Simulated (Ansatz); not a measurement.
According to DFT-r²SCAN in the program Ansatz with PAW potentials, SrVHO2 in the tetragonal phase (P4/mmm; Sr on 1d, V on 1a, O on 2f, H on 1b) relaxes to a = 3.945 Å, c = 3.649 Å. Sr has 12 nearest neighbours from 2.69 Å (cuboctahedral); V has 6 nearest neighbours from 1.82 Å (octahedral). Its formation energy from the elements is -2.24 eV/atom, with no fitted shifts.

Electronic character: metallic (no gap). The magnetic state found is ferromagnetic. The net moment is 0.40 μB per atom.

An equation-of-state fit gives a bulk modulus of 135 GPa. Bader charges are Sr +1.59, V +1.76, O -1.37, H -0.60 e.

The start of the workflow was typed in or built on a structure type; neither database checked (COD, Materials Project) lists it. Its standing as an ambient phase is unchecked. The cell was relaxed with r²SCAN under the symmetry of its start; whether a distortion lowers the energy is not shown. Magnetic state: ferromagnetic, the only order run, not a proven ground state. The cell computed holds one magnetic atom, so no antiferromagnetic order was within reach. Other orbital occupations within this spin state were not tried. No Hubbard U is applied. The compound may be a true metal, but semilocal functionals without U, or a wrong spin order, can also close a gap. The references are the lowest solids computed at this level, not always the standard phases (solids in place of the gases). Scalar-relativistic: spin–orbit coupling is off unless named, which matters more the heavier the elements.

Potentials: the later of the program's two PAW sets.
